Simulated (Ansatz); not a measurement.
Sc3SnB (anti-perovskite)

```
CELL_PARAMETERS angstrom
      4.60224     0.00000     0.00000
      0.00000     4.60224     0.00000
      0.00000     0.00000     4.60224
ATOMIC_POSITIONS crystal
  Sc 0.50000 0.00000 0.50000
  Sc 0.00000 0.50000 0.50000
  Sc 0.50000 0.50000 0.00000
  Sn 0.00000 0.00000 0.00000
  B  0.50000 0.50000 0.50000
```

The slice is a {100} plane (indices of the conventional cell) through the point (0.000, 0.500, 0.500) (fractional), spanned by u = [100] and v = [010] in vectors of this cell: u (4.60 Å) and v (4.60 Å, at 90° to u). It covers one period; positions are fractions (u, v).

Method: PBEsol (plane waves to 420 eV, PAW, scalar-relativistic; Ansatz, a quantum-chemistry and plane-wave program). k mesh 10×10×10. Inside the PAW spheres the values are not all-electron values, and peaks at nuclei hang on which shells count as valence. At this level the bands of Sc3SnB touch or barely overlap. Sc3SnB is run without spin polarisation. Sc3SnB was relaxed with its symmetry unable to fall.

Q: What is the ELF at the density minimum of the shortest Sc–B line in this plane (2.30 Å)?

A: 0.3.

Q: What is the valence density on the shortest Sc–B line in this plane (2.30 Å), at its minimum between the atoms?

A: 0.39 e/Å³.

Q: Predict the map of the electron localisation function (ELF) on the slice.

A: 
| v \ u | 0.00 | 0.12 | 0.25 | 0.38 | 0.50 | 0.62 | 0.75 | 0.88 |
|---|---|---|---|---|---|---|---|---|
| 0.88 | 0.75 | 0.52 | 0.32 | 0.78 | 0.58 | 0.78 | 0.32 | 0.52 |
| 0.75 | 0.05 | 0.05 | 0.32 | 0.32 | 0.24 | 0.32 | 0.32 | 0.05 |
| 0.62 | 0.24 | 0.19 | 0.05 | 0.52 | 0.73 | 0.52 | 0.05 | 0.19 |
| 0.50 | 0.38 | 0.24 | 0.05 | 0.75 | x | 0.75 | 0.05 | 0.24 |
| 0.38 | 0.24 | 0.19 | 0.05 | 0.52 | 0.73 | 0.52 | 0.05 | 0.19 |
| 0.25 | 0.05 | 0.05 | 0.32 | 0.32 | 0.24 | 0.32 | 0.32 | 0.05 |
| 0.12 | 0.75 | 0.52 | 0.32 | 0.78 | 0.58 | 0.78 | 0.32 | 0.52 |
| 0.00 | x | 0.73 | 0.24 | 0.58 | x | 0.58 | 0.24 | 0.73 |

Values: electron localisation function (ELF). Points within 0.5 Å of a nucleus are blanked (x), as the pseudised field means little there.
